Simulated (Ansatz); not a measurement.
This cell of Gd (hcp, Mg type) is off equilibrium:

```xyz
2
Lattice="3.6484 0.0000 0.0000 -1.8242 3.1596 0.0000 0.0000 0.0000 5.8348" Properties=species:S:1:pos:R:3 pbc="T T T"
Gd     0.0000     2.1064     4.3761
Gd     2.9042     1.0532     1.4587
```

Calculation: PBE (plane waves to 420 eV, PAW, scalar-relativistic; Ansatz, an electronic-structure program). k mesh 12×12×7 (Γ-centred), Fermi-Dirac smearing 0.05 eV. Energies are smeared free energies. Compression counts positive. With partly filled bands, energies and forces of such displacements shift with the k mesh and the smearing. Gd was relaxed with its symmetry unable to fall. Relaxed Gd ends ferromagnetic. Other magnetic orders were not checked, so this need not be the ground state. The filling of the f shell was not checked against other fillings, so treat energies with care.

Q: Predict the force on every atom, in eV/Å.

A: 
```tsv
atom	Fx	Fy	Fz
Gd1	0.386	0.451	0.000
Gd2	-0.386	-0.451	0.000
```

Q: What is the stress tensor (GPa)?

A: 
```
   -2.6      1.6      0.0
    1.6     -1.4      0.0
    0.0      0.0      2.8
```
The pressure, a third of the trace, is -0.4 GPa.

Q: In it atom 2 sits (1.080, 0.000, 0.000) Å away from its relaxed site. What is its energy relative to the relaxed cell?

A: 369 meV/cell.

(For displaced atoms, the force is minus the slope of the energy, and its curvature is a force constant, which sets phonon frequencies.)
